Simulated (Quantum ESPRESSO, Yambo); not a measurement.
# Levels of theory for the gap of SiO$_{2}$

SiO2 (space group R32, No. 155): one geometry, one set of norm-conserving PBEsol (Quantum ESPRESSO, 84 Ry, scalar-relativistic) orbitals, self-energies from Yambo (2×2×2 Γ-centred k mesh, 262 bands and a 8 Ry block in the screening, 262 bands in G with the Bruneval-Gonze terminator, plasmon pole fitted at 27.2 eV).

The geometry is that of Materials Project entry mp-546546, symmetrised and not relaxed again.

| level | gap Γ → Γ (eV) | rough Yambo cost |
|---|---|---|
| PBEsol (Quantum ESPRESSO) | 5.78 | – |
| exchange only (Hartree-Fock self-energy on PBEsol orbitals) | 15.69 | about 1/10 (8 states) |
| static COHSEX@PBEsol | 10.27 | about 1/3 (2 states) |
| G0W0@PBEsol, plasmon pole | 8.79 | 1 (8 states) |

Bare exchange has no screening and gives the widest gap; static COHSEX screens it but leaves out the frequency dependence, which G0W0 restores.

Costs are rough ratios of core time on shared machines.

Nearest settings tried, and what they do to the gap: 166 bands in W, 166 bands in G: -6 meV; 7 Ry block (311 vectors against 389): -52 meV. Not varied: mesh. So the settings aren't converged at that level. The k mesh is coarse.

This is not the ordinary phase of the substance; no match was found in the copy of COD used, and its stability was not checked.
